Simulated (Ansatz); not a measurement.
BaTe (rock salt, Fm-3m), LDA (plane waves, PAW; program Ansatz). The conduction-band minimum lies at X, with 3 equivalent valleys. Second derivatives d²E/dk² of the lowest band at one valley (eV·Å²), along Cartesian directions:

| direction | d²E/dk² |
|---|---|
| [100] | 5.859 |
| [010] | 30.66 |
| [001] | 30.66 |
| [110] | 18.27 |
| [101] | 18.27 |
| [011] | 30.64 |

Task: Find the principal effective masses, the density-of-states mass and the conductivity mass.

Result: Off-diagonal terms follow from H_xy = H[110] − (H_xx + H_yy)/2, and m*/mₑ = 7.620 eV·Å² over each eigenvalue: 0.25, 0.25, 1.3. One valley's DOS mass (m₁m₂m₃)^(1/3) = 0.43, conductivity mass 3/(Σ 1/mᵢ) = 0.34 mₑ.

Task: What effective density of states Nc follows at 300 K for parabolic valleys?

Result: Nc = 2.509e19 × 3 × (0.43)^(3/2) ≈ 2.1e19 cm⁻³.

The cell was relaxed with LDA under the symmetry of its start; of distortions, only those at the zone centre were tested. Scalar-relativistic: spin–orbit coupling is off unless named, which matters more the heavier the elements.

Potentials: the later of the program's two PAW sets.

Edges and masses are those of Kohn–Sham bands, whose gap is no quasiparticle gap.
